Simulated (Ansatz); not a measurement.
InSb:
```
InSb
1.0
    0.00000     3.27330     3.27330
    3.27330     0.00000     3.27330
    3.27330     3.27330     0.00000
Sb In
1 1
Direct
  0.75000   0.75000   0.75000
  0.00000   0.00000   0.00000
```

Relaxed with HSE06.

Task: Give the Bader charges and basin volumes of the independent atoms, the program Ansatz at the HSE06 level (PAW).

Result: 

| atom | Bader charge (e) | Bader volume (Å³) |
|---|---|---|
| Sb1 | -0.57 | 42.5 |
| In2 | +0.57 | 27.6 |

Space group F-43m (zinc blende). Symmetry was held in the HSE06 relaxation. Spin–orbit coupling is left out wherever it is not named.

Potentials: the later of the program's two PAW sets.
